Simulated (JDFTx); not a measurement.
System: TiB2(0001) (P6/mmm bulk; lattice of mp-1145, not re-optimised at this level), 1x1 cell of 8 atoms in 5 planes (B outermost, slab composition Ti2B6), area 7.93 Å² a face, 6.3 Å between the outermost planes in a cell 22.5 Å high; k mesh 8×8×1, Fermi width 0.01 Ha, no spin polarisation. Whether this polymorph is the ambient one wasn't checked. Neither spin polarisation nor a larger cell was tried.

Profiles through the double layer of this slab, charged, in CANDLE, water, 1 M KCl; PBE, GBRV ultrasoft potentials, plane waves to 20/100 Ha, JDFTx (a modified build). z is the height above the outermost atoms, φ the plane-averaged electrostatic potential energy of an electron (zero in the bulk liquid), ρ_b the bound charge of solvent and ions, s the cavity shape function (0 in the solid, 1 in the liquid).

| z (Å) | n (e/Å³) | s | φ (eV) | ρ_b (10⁻³ e/Å³) |
|---|---|---|---|---|
| 0.85 | 0.1666 | 0.00 | -2.154 | -0.01 |
| 1.32 | 0.0447 | 0.00 | -1.072 | -1.04 |
| 1.79 | 0.0104 | 0.00 | -0.204 | -5.54 |
| 2.26 | 0.0023 | 0.11 | -0.044 | -0.87 |
| 2.72 | 0.0005 | 0.39 | -0.027 | 0.31 |
| 3.19 | 0.0001 | 0.69 | -0.021 | 0.07 |
| 3.66 | 0.0000 | 0.94 | -0.017 | 0.01 |
| 4.13 | 0.0000 | 1.00 | -0.015 | 0.00 |
| 4.60 | 0.0000 | 1.00 | -0.013 | -0.01 |
| 5.07 | 0.0000 | 1.00 | -0.011 | -0.01 |
| 5.54 | 0.0000 | 1.00 | -0.009 | -0.01 |
| 6.01 | 0.0000 | 1.00 | -0.008 | 0.00 |
| 6.47 | 0.0000 | 1.00 | -0.007 | 0.00 |
| 6.94 | 0.0000 | 1.00 | -0.006 | 0.00 |
| 7.41 | 0.0000 | 1.00 | -0.005 | 0.00 |
| 7.88 | 0.0000 | 1.00 | -0.004 | 0.00 |

Task: Is the electrode positively or negatively charged, and roughly by how much?

Result: Positively: σ = 5.3 μC/cm² per face. The liquid's bound charge is of the opposite sign overall, and far from the surface φ decays with the screening length (3.0 Å).
